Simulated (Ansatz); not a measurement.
**H2SO4: ³³S nuclear quadrupole resonance**

Cell: a structure deposited in the COD, ions relaxed with PBE at fixed cell.

Space group C2/c (No. 15); a = 8.1310, b = 4.7673, c = 8.6335 Å, β = 111.08°.

```
site  Wyckoff  site symmetry       x       y       z
   H       8f              1  0.3654  0.8483  0.8614
   S       4e              2  0.5000  0.5742  0.7500
  O7       8f              1  0.1610  0.9171  0.8244
 O11       8f              1  0.4884  0.7721  0.8896
```

One atom of each set is listed; the run and its k-mesh use a cell of 14 atoms with edges of 4.71, 4.71, 8.63 Å.

Computed with Ansatz: DFT, PBE, plane waves and PAW (field gradients read without the response of the frozen cores, which leaves them typically 4 to 6 % off), scalar-relativistic, 420 eV cutoff, Γ-centred 6×6×3 k-points, Fermi–Dirac smearing 0.02 eV.

³³S: I = 3/2, Q = -69.40 mb (year-2017 value). Static lattice, zero field.

Q: At which frequencies do the ³³S NQR lines lie?

A: For I = 3/2 there is one line, ν = (|C_Q|/2)(1 + η²/3)^½.

| site | atoms | V_zz (10²¹ V/m²) | C_Q (MHz) | η | line frequencies (MHz) |
| --- | --- | --- | --- | --- | --- |
| S | 2 | -4.65 | 7.80 | 0.67 | 4.18 |

The database positions were far from equilibrium, so the relaxed structure may not be the compound's real one.

The relaxation (12 steps) took 2.1 min of wall time (2.1 min of CPU time) and 0.56 GiB at its peak, on 1 thread of Intel Xeon Platinum 8259CL CPU @ 2.50GHz (Skylake/Cascade Lake) (x86_64; 16 cores open to the job, memory cap 3.0 GiB, no GPU), a shared host with a load of 0.6 a core.
